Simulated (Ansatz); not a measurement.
Input, command and steps of an Ansatz relaxation.

```yaml
crystal:
  lattice:
    - [-4.75260308, 4.75260308, 0.0]
    - [-4.75260308, 0.0, 4.75260308]
    - [0.0, 4.75260308, 4.75260308]
  atoms:
    - { symbol: O, position: [0.8699642225, 0.8773958756, 0.3741552338] }
    - { symbol: O, position: [0.3804187496, 0.8711842532, 0.3690591252] }
    - { symbol: O, position: [0.8772070813, 0.370403619, 0.3783333702] }
    - { symbol: O, position: [0.8786944111, 0.8753654809, 0.8734865253] }
    - { symbol: O, position: [0.3743240246, 0.3797159905, 0.3777041282] }
    - { symbol: O, position: [0.373426453, 0.8692593466, 0.880567662] }
    - { symbol: O, position: [0.8802694112, 0.3742102058, 0.8749439394] }
    - { symbol: O, position: [0.3793185094, 0.3767960521, 0.8754698619] }
    - { symbol: O, position: [0.628101553, 0.6276273374, 0.1238556172] }
    - { symbol: O, position: [0.1259267788, 0.6201547705, 0.1293142491] }
    - { symbol: O, position: [0.62717368, 0.1192176272, 0.1220309477] }
    - { symbol: O, position: [0.6259606634, 0.6250864029, 0.6235919152] }
    - { symbol: O, position: [0.1227780763, 0.1230237148, 0.1271614182] }
    - { symbol: O, position: [0.1195248488, 0.629524556, 0.6258487198] }
    - { symbol: O, position: [0.6221252409, 0.1264488127, 0.6180708675] }
    - { symbol: O, position: [0.1325651458, 0.124273033, 0.6226801397] }
    - { symbol: Al, position: [0.0014173363, 0.9970875965, 0.5017672906] }
    - { symbol: Sn, position: [0.5019373805, 0.9947635613, 0.000326684] }
    - { symbol: Sn, position: [0.5084071594, 0.4973004474, 0.5025943188] }
    - { symbol: Ta, position: [0.5041322136, 0.4969194386, 0.0043171572] }
    - { symbol: Ta, position: [0.5044783789, 0.9952648634, 0.4992718904] }
    - { symbol: Ta, position: [0.0027669502, 0.497358129, 0.4958581753] }
    - { symbol: Bi, position: [0.00440503, 0.997851573, 0.9959661715] }
    - { symbol: Bi, position: [0.0040934537, 0.4955674688, 0.001437914] }
  symmetry: { detect: false }
basis:
  ecutwfc: 420
kpoints:
  mp_grid: { grid: [2, 2, 2], shift: [0.5, 0.5, 0.5] }
hamiltonian:
  xc: pbe
scf:
  occupations: { method: gaussian, width: 0.1 }
  lower_state_search: "off"
output:
  forces: true
  stress: true
  eigenvalues: true
relax:
  adjacent_minimum: "off"
  f_tol: 0.04
  max_steps: 50
  cell: { stress_tol: 0.3 }
```

```bash
ansatz run input.yaml --threads 4 --pin off --max-ram 9216MiB --backend cpu --events-out ev --progress --plain --runs-dir out
```

Theory: Ansatz 0.2.0, DFT PBE, scalar-relativistic, plane waves, PAW.

Of 32 frames 8 are shown, positions in Å and forces in eV/Å; the SCF threshold varies from step to step. Steps run on the plane waves of an earlier cell, with a Pulay correction in the pressure. The basis is chosen afresh for the last frame, the zero of the energies, and at times for earlier ones too; energy and pressure step there, also at an unchanged geometry. Here that happened at steps 23 (-52 meV/atom, 5.5 GPa), 30 (-2 meV/atom, 0.1 GPa); the frames before carry an error of that size.

```xyz
24
Lattice="-4.7526 4.7526 0.0000 -4.7526 0.0000 4.7526 0.0000 4.7526 4.7526" Properties=species:S:1:pos:R:3:forces:R:3 pbc="T T T" step=1 free_energy_over_end_meV_per_atom=894.31 pressure_GPa=79.90
O    -8.3045    5.9128    5.9481    1.2609    1.9601    1.3390
O    -5.9484    3.5620    5.8944    0.5678    0.1366    2.0879
O    -5.9294    5.9671    3.5585    1.4525    2.8338    0.8470
O    -8.3363    8.3274    8.3116   -0.5815   -4.1214   -1.2831
O    -3.5837    3.5741    3.5997    0.4264    0.5043   -1.1716
O    -5.9060    5.9597    8.3162   -1.8167    1.0357   -3.1331
O    -5.9620    8.3418    5.9367    0.7341   -4.0392    0.0045
O    -3.5935    5.9635    5.9515   -1.6465    1.9862   -0.8361
O    -5.9680    3.5738    3.5715    2.4062   -1.5490   -0.2016
O    -3.5458    1.2131    3.5619   -0.3200    3.2860   -0.0049
O    -3.5473    3.5607    1.1466    0.8305   -0.6771    3.2906
O    -5.9457    5.9386    5.9345   -0.5669    0.2090    0.9797
O    -1.1682    1.1879    1.1890    0.4980    4.0850    0.8561
O    -3.5599    3.5425    5.9663   -1.7643   -2.4655   -1.5404
O    -3.5577    5.8942    3.5384    0.1004    1.2433   -0.7411
O    -1.2207    3.5894    3.5500   -1.4106   -1.7971   -2.0499
Al   -4.7455    2.3914    7.1235    0.1442    0.0703   -0.3334
Sn   -7.1132    2.3871    4.7293   -0.7198   -0.7264    0.2578
Sn   -4.7797    4.8049    4.7521    1.0043   -1.4456    0.2050
Ta   -4.7576    2.4165    2.3822    0.2159    0.0911   -0.2647
Ta   -7.1277    4.7704    7.1029   -0.3820   -0.6761   -0.0210
Ta   -2.3769    2.3698    4.7204   -0.4666    0.5869    0.9550
Bi   -4.7633    4.7544    9.4758    0.5621   -0.0905    0.8426
Bi   -2.3747    0.0263    2.3621   -0.5288   -0.4405   -0.0840
24
Lattice="-5.1203 5.3109 0.0446 -5.0876 0.0773 5.0500 -0.1030 5.2525 5.0243" Properties=species:S:1:pos:R:3:forces:R:3 pbc="T T T" step=5 free_energy_over_end_meV_per_atom=240.78 pressure_GPa=2.43
O    -8.8535    6.7704    6.4747   -0.3047    0.1805    0.5718
O    -6.4192    4.2178    6.3735    0.2094    0.0834    0.4626
O    -6.2540    6.8903    3.9019    0.2252    0.0252   -0.2177
O    -9.1979    8.9105    8.7174    0.3807    0.4748    0.5007
O    -3.9492    3.9517    3.7087   -0.5856   -0.3279   -0.5138
O    -6.4258    6.7183    8.6341    0.2181    0.1796   -0.1620
O    -6.4351    9.0364    6.3338    0.2410   -0.2036    0.3696
O    -4.0972    6.7637    6.2985   -0.0704    0.3404    0.3184
O    -6.3224    3.9261    3.8496   -0.4884    0.0297    0.4087
O    -3.7905    1.5811    3.7931    0.4979   -0.0170    0.4085
O    -3.7825    3.9807    1.4252    0.5754    0.0287   -0.8241
O    -6.5123    6.6410    6.3131   -0.8440   -0.1408   -0.7428
O    -1.2079    1.6493    1.2877   -0.5759   -0.3798   -0.6381
O    -3.9171    3.8899    6.1114    0.3628   -0.0325   -0.3298
O    -3.7277    6.3412    3.8919    0.6591   -0.4075    0.3256
O    -1.6261    4.0307    3.7842   -0.6347    0.0517    0.4165
Al   -5.1443    2.6490    7.4909    0.1488    0.1110   -0.3429
Sn   -7.6674    2.7493    5.0745   -0.1653   -0.0248   -0.0261
Sn   -5.1712    5.3317    5.0554   -0.0110   -0.0209    0.2538
Ta   -5.1032    2.7215    2.5529    0.1585    0.0086    0.1423
Ta   -7.7070    5.4117    7.5691    0.2595   -0.0210   -0.2532
Ta   -2.5952    2.6876    5.0124    0.0993    0.2040    0.1579
Bi   -5.1710    5.3153   10.0451   -0.2244   -0.0178   -0.0516
Bi   -2.5422    0.0517    2.5117   -0.1318   -0.1237   -0.2342
24
Lattice="-5.1357 5.1111 0.0284 -5.1358 0.0283 5.1888 0.0203 5.1598 5.2374" Properties=species:S:1:pos:R:3:forces:R:3 pbc="T T T" step=10 free_energy_over_end_meV_per_atom=68.94 pressure_GPa=-0.31
O    -9.0052    6.5582    7.0013    0.0843    0.0327   -0.1296
O    -6.0459    4.1218    7.0970   -0.1377   -0.1309    0.0050
O    -6.0466    6.6093    3.8371   -0.0261    0.0139   -0.0412
O    -9.1440    8.7028    8.9484   -0.1218   -0.0301    0.0772
O    -4.2359    4.2167    3.4026    0.0228   -0.1144   -0.0693
O    -6.2531    6.4854    8.5826   -0.0180   -0.0280    0.0045
O    -6.3017    8.6376    6.6765    0.0225   -0.0625   -0.0261
O    -4.2353    6.5415    6.6761    0.0127    0.0304   -0.0527
O    -6.4009    3.7631    4.2200   -0.0260    0.0088   -0.0486
O    -3.7524    1.6633    4.0430    0.0728    0.1152   -0.0491
O    -3.5165    3.8380    1.2405   -0.0859   -0.0920    0.0411
O    -6.8960    6.0490    6.0590    0.0085    0.0592    0.0267
O    -1.3292    1.5826    1.1712   -0.0062   -0.1092    0.0302
O    -3.7547    3.8056    6.0892   -0.0693    0.1071   -0.0279
O    -3.3226    6.0373    4.3660   -0.0734    0.0984    0.0921
O    -1.7984    3.9275    4.1716   -0.0197    0.0497    0.0974
Al   -5.1784    2.5903    7.6953    0.0106    0.1553    0.0607
Sn   -7.7970    2.5801    5.1127    0.1165   -0.0707   -0.1338
Sn   -5.1238    5.1785    5.2178   -0.0457   -0.0366    0.0419
Ta   -5.0451    2.6629    2.6442   -0.0930   -0.0778    0.1046
Ta   -7.6840    5.1763    7.7967    0.3883   -0.0539    0.2646
Ta   -2.5414    2.5577    5.2927    0.0870    0.0354    0.0461
Bi   -5.1457    5.1631   10.3734   -0.2216    0.0426   -0.2123
Bi   -2.5378    0.0558    2.6155    0.1182    0.0575   -0.1016
24
Lattice="-5.1573 5.1343 0.0413 -5.1314 0.0672 5.2185 -0.0030 5.1727 5.2827" Properties=species:S:1:pos:R:3:forces:R:3 pbc="T T T" step=14 free_energy_over_end_meV_per_atom=62.92 pressure_GPa=0.00
O    -8.8956    6.7006    7.0532   -0.0701    0.0900    0.0929
O    -6.1974    4.0543    7.2442   -0.0217   -0.0289    0.1676
O    -6.0386    6.6495    3.7995    0.0603   -0.0823   -0.0300
O    -9.2063    8.7917    9.0505   -0.0130   -0.0751   -0.0222
O    -4.2637    4.3059    3.3828    0.0010    0.0294    0.0529
O    -6.2431    6.4847    8.6285   -0.0021    0.0160    0.0204
O    -6.3688    8.6269    6.7637   -0.0037    0.0293    0.0105
O    -4.2664    6.5514    6.7470    0.0260   -0.0166   -0.0505
O    -6.3723    3.7813    4.2489   -0.0093    0.0049    0.0199
O    -3.7096    1.7650    4.0447   -0.0341   -0.0106   -0.0543
O    -3.5822    3.8073    1.2727    0.0109    0.0667   -0.0361
O    -6.9035    6.0250    6.0631   -0.0197   -0.0930    0.0492
O    -1.3134    1.5362    1.1393   -0.0218    0.0514   -0.0403
O    -3.9320    3.8186    6.1492   -0.0675   -0.1474    0.1079
O    -3.3641    6.1221    4.4004    0.0683   -0.0437   -0.0446
O    -1.9031    3.9935    4.3428   -0.0341   -0.0371    0.0369
Al   -5.0868    2.6875    7.7485    0.0287    0.0187   -0.3082
Sn   -7.7807    2.6575    5.1588    0.0324   -0.0199    0.0151
Sn   -5.1257    5.2559    5.2018    0.1221    0.0351   -0.0577
Ta   -5.0222    2.7033    2.6593   -0.0461   -0.0644    0.0001
Ta   -7.6669    5.1930    7.8767   -0.0362    0.0018   -0.0226
Ta   -2.6223    2.5587    5.4661   -0.0126    0.1831   -0.0059
Bi   -5.2094    5.1244   10.3215   -0.0195    0.0929    0.0552
Bi   -2.4295    0.2292    2.6100    0.0616   -0.0001    0.0436
24
Lattice="-5.1863 5.1452 0.0730 -5.1635 0.0958 5.2534 -0.0329 5.1853 5.3162" Properties=species:S:1:pos:R:3:forces:R:3 pbc="T T T" step=19 free_energy_over_end_meV_per_atom=60.40 pressure_GPa=-0.31
O    -8.9382    6.7345    7.1500    0.0177   -0.0385    0.0612
O    -6.3281    4.0643    7.4068   -0.0788    0.0913    0.0419
O    -5.9911    6.6182    3.7553   -0.0339   -0.0566   -0.0034
O    -9.3066    8.8191    9.1314    0.0365    0.0161   -0.0106
O    -4.2819    4.2922    3.4350    0.0178   -0.0264   -0.0213
O    -6.2833    6.5181    8.6886   -0.0350   -0.0215   -0.0278
O    -6.4659    8.6698    6.8859   -0.0196    0.0026   -0.0145
O    -4.3100    6.6119    6.7578   -0.0555    0.0802    0.0743
O    -6.4388    3.8557    4.3044   -0.0167    0.0038   -0.0094
O    -3.7095    1.7697    4.0737   -0.0088    0.0521    0.0390
O    -3.6304    3.8617    1.2752    0.0149    0.0205    0.0350
O    -6.9388    6.0692    6.1003    0.0006    0.0343    0.0379
O    -1.2926    1.6006    1.1283   -0.0137   -0.0079   -0.0355
O    -4.1181    3.7725    6.2178   -0.0089    0.0733   -0.0093
O    -3.3434    6.1153    4.4673    0.0456   -0.0249   -0.0554
O    -1.9723    3.9881    4.4555   -0.0002    0.0424   -0.0496
Al   -5.1205    2.7389    7.6875   -0.0748   -0.0343    0.0813
Sn   -7.8455    2.7209    5.2076    0.0291   -0.0619    0.0602
Sn   -5.1397    5.3161    5.2048   -0.0689    0.0614   -0.0215
Ta   -5.0462    2.7047    2.6765    0.1662   -0.1718    0.0057
Ta   -7.7349    5.2260    7.9591    0.0508   -0.0400   -0.0337
Ta   -2.6994    2.5884    5.5644   -0.0151   -0.2011   -0.1994
Bi   -5.2679    5.1444   10.3664    0.0405    0.0715   -0.0314
Bi   -2.3701    0.2699    2.6486    0.0102    0.1357    0.0860
24
Lattice="-5.1876 5.1463 0.0759 -5.1632 0.1003 5.2524 -0.0371 5.1851 5.3155" Properties=species:S:1:pos:R:3:forces:R:3 pbc="T T T" step=23 free_energy_over_end_meV_per_atom=8.29 pressure_GPa=5.52
O    -8.9435    6.7389    7.1532   -0.0042   -0.0195   -0.0040
O    -6.3233    4.0779    7.4052   -0.0096    0.0060    0.0096
O    -5.9998    6.6177    3.7621    0.0036    0.0047   -0.0125
O    -9.3079    8.8225    9.1343    0.0067    0.0120    0.0045
O    -4.2852    4.2860    3.4355    0.0091   -0.0091   -0.0169
O    -6.2883    6.5238    8.6883    0.0212   -0.0136   -0.0151
O    -6.4694    8.6762    6.8856    0.0036    0.0046    0.0096
O    -4.3123    6.6210    6.7514   -0.0002    0.0030    0.0208
O    -6.4522    3.8689    4.3084   -0.0220   -0.0108   -0.0124
O    -3.7156    1.7702    4.0735    0.0000   -0.0086   -0.0040
O    -3.6237    3.8661    1.2771   -0.0142    0.0113    0.0026
O    -6.9374    6.0816    6.1087   -0.0174    0.0114    0.0051
O    -1.2909    1.5997    1.1283    0.0085   -0.0069    0.0026
O    -4.1128    3.7817    6.2159    0.0021    0.0034    0.0002
O    -3.3467    6.1114    4.4622   -0.0020    0.0363    0.0162
O    -1.9724    3.9883    4.4476    0.0028   -0.0131    0.0013
Al   -5.1267    2.7422    7.6936   -0.0058   -0.0051    0.0036
Sn   -7.8453    2.7178    5.2139   -0.0198   -0.0114   -0.0123
Sn   -5.1464    5.3151    5.2071   -0.0027    0.0127   -0.0121
Ta   -5.0438    2.7004    2.6711   -0.0158    0.0082   -0.0138
Ta   -7.7392    5.2291    7.9568    0.0093    0.0041    0.0144
Ta   -2.7038    2.5862    5.5533    0.0268    0.0037    0.0053
Bi   -5.2702    5.1528   10.3660    0.0029   -0.0096   -0.0041
Bi   -2.3715    0.2665    2.6556    0.0171   -0.0135    0.0116
24
Lattice="-5.2471 5.1811 0.1366 -5.2252 0.1585 5.3924 -0.0707 5.2470 5.4802" Properties=species:S:1:pos:R:3:forces:R:3 pbc="T T T" step=28 free_energy_over_end_meV_per_atom=2.50 pressure_GPa=-0.01
O    -9.0310    6.8702    7.4316   -0.0126    0.0150   -0.0102
O    -6.4678    4.1398    7.7023    0.0030    0.0097    0.0045
O    -6.0324    6.6407    3.8513    0.0097    0.0167   -0.0094
O    -9.4731    8.9574    9.4664    0.0076    0.0081    0.0204
O    -4.3330    4.3116    3.5393    0.0044    0.0077    0.0039
O    -6.3557    6.6102    8.9212   -0.0122    0.0011    0.0004
O    -6.5856    8.7865    7.1792    0.0063    0.0027    0.0168
O    -4.3791    6.7481    6.9431   -0.0051    0.0118   -0.0029
O    -6.5753    3.9773    4.4940    0.0028   -0.0010   -0.0094
O    -3.7625    1.8245    4.2186    0.0140    0.0046    0.0514
O    -3.6734    3.9372    1.3386   -0.0049    0.0002   -0.0201
O    -7.0092    6.2073    6.3073   -0.0265    0.0215   -0.0115
O    -1.3179    1.6175    1.1560    0.0171    0.0114   -0.0044
O    -4.2327    3.8574    6.4011    0.0041   -0.0112    0.0011
O    -3.3868    6.1784    4.6218   -0.0097    0.0117   -0.0046
O    -2.0303    4.0221    4.6337    0.0156   -0.0005    0.0052
Al   -5.1879    2.8481    7.9089   -0.0414   -0.0186   -0.0241
Sn   -7.9665    2.8011    5.4085    0.0033   -0.0093    0.0178
Sn   -5.2109    5.3988    5.3402    0.0161    0.0041    0.0103
Ta   -5.0810    2.7288    2.7281    0.0134   -0.0134   -0.0244
Ta   -7.8433    5.3288    8.2176    0.0150   -0.0715    0.0316
Ta   -2.7925    2.6407    5.7365    0.0186    0.0181   -0.0217
Bi   -5.3744    5.2669   10.6481   -0.0278   -0.0163   -0.0110
Bi   -2.3588    0.2860    2.7359   -0.0108   -0.0028   -0.0102
24
Lattice="-5.2507 5.1837 0.1486 -5.2308 0.1685 5.4060 -0.0818 5.2505 5.4927" Properties=species:S:1:pos:R:3:forces:R:3 pbc="T T T" step=32 free_energy_over_end_meV_per_atom=0.00 pressure_GPa=0.04
O    -9.0425    6.8821    7.4618   -0.0064    0.0152   -0.0023
O    -6.4814    4.1541    7.7284    0.0045    0.0131   -0.0003
O    -6.0381    6.6449    3.8667   -0.0047   -0.0028   -0.0015
O    -9.4934    8.9740    9.5026    0.0102   -0.0024   -0.0129
O    -4.3388    4.3144    3.5531   -0.0029   -0.0005   -0.0007
O    -6.3711    6.6233    8.9451   -0.0094   -0.0010   -0.0003
O    -6.5999    8.7990    7.2100   -0.0153    0.0004   -0.0010
O    -4.3923    6.7550    6.9621   -0.0034    0.0067    0.0085
O    -6.5877    3.9939    4.5124   -0.0033   -0.0014    0.0091
O    -3.7700    1.8307    4.2349    0.0145    0.0008    0.0121
O    -3.6801    3.9377    1.3482    0.0170    0.0142    0.0051
O    -7.0225    6.2199    6.3276   -0.0027    0.0200   -0.0046
O    -1.3133    1.6310    1.1644    0.0080   -0.0127   -0.0035
O    -4.2476    3.8640    6.4173    0.0113   -0.0043    0.0072
O    -3.3951    6.1830    4.6429    0.0054    0.0013   -0.0106
O    -2.0374    4.0254    4.6470   -0.0052   -0.0079    0.0098
Al   -5.2071    2.8542    7.9177   -0.0093   -0.0022   -0.0049
Sn   -7.9727    2.8143    5.4294   -0.0184   -0.0122    0.0203
Sn   -5.2205    5.4070    5.3589    0.0076    0.0296    0.0025
Ta   -5.0798    2.7316    2.7360   -0.0018   -0.0240   -0.0118
Ta   -7.8567    5.3388    8.2474    0.0150   -0.0113   -0.0059
Ta   -2.8024    2.6480    5.7537    0.0022   -0.0060   -0.0093
Bi   -5.3867    5.2777   10.6703   -0.0099   -0.0121   -0.0034
Bi   -2.3597    0.2858    2.7415   -0.0029   -0.0005   -0.0016
```

The cell swells from 8.9 to 11.9 Å³ an atom. At the end the space group is P1 (tolerance 0.05 Å).

It took 2.6 min on 4 threads of Intel(R) Xeon(R) Platinum 8259CL CPU @ 2.50GHz (Skylake/Cascade Lake), on a shared host, peak memory 1.1 GiB.

The k mesh is coarse. Spin–orbit coupling is left out, which can shift energies with elements as heavy as these.